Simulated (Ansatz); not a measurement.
**Question.** Name crystals whose computed values (plane-wave PAW r²SCAN (Ansatz code)) fall in these windows: gap (eV) 4.5 to 5.6; HSE06 gap (eV) 4.8 to 6.3.

**Answer.** 

```
crystal          gap (eV)  HSE06 gap (eV)
---------------  --------  --------------
NaCl, CsCl type      4.91            5.42
AlN, rock salt       5.52            6.09
```
Others may fit too.

Not the usual ambient phase: NaCl, CsCl type; AlN, rock salt. All cells were relaxed under the symmetry of their starts (and spin orders); stability against distortions was not tested throughout.

Potentials: the earlier of the program's two PAW sets.
